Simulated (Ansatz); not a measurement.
## Notes on ScAg₄

```
Ag Sc
1.0
     0.00000    0.00000    4.11998
     3.32851   -3.32851    2.05999
     3.32851    3.32851   -2.05999
Ag Sc
4 1
Direct
  0.40000 0.80000 0.60000
  0.20000 0.40000 0.80000
  0.60000 0.20000 0.40000
  0.80000 0.60000 0.20000
  0.00000 0.00000 0.00000
```

The numbers come from plane-wave PAW DFT (Ansatz): r2SCAN, no spin polarisation, 500 eV, 8×8×8 Γ-centred k points, gaussian occupations (width 0.098 eV). Nothing was relaxed.

Problem. What do density and ELF say about some of the short contacts?

Solution. Ag–Ag at 2.95 Å: least valence density 0.20 e/Å³ and ELF 0.16 there. Ag–Sc at 2.95 Å: least valence density 0.16 e/Å³ and ELF 0.12 there. These are pseudo-fields; inside the PAW spheres they differ from the all-electron ones.

Problem. Is the cell too large or too small?

Solution. The pressure is -2.8 GPa (compression positive), so with the atoms held at these fractions the cell would first shrink.

Problem. Give the Bader charges.

Solution. Bader charges in e: Sc +1.60, Ag -0.40. In the mean Sc gives up most and Ag takes most.

Problem. What happens at the Fermi level?

Solution. It is a metal, with about 1.8 states/eV a cell as the mean within 0.25 eV of the Fermi level.

Problem. Are the atoms at rest?

Solution. Nearly at rest: the largest force is 0.024 eV/Å.

Origin: a database entry at a rescaled volume.
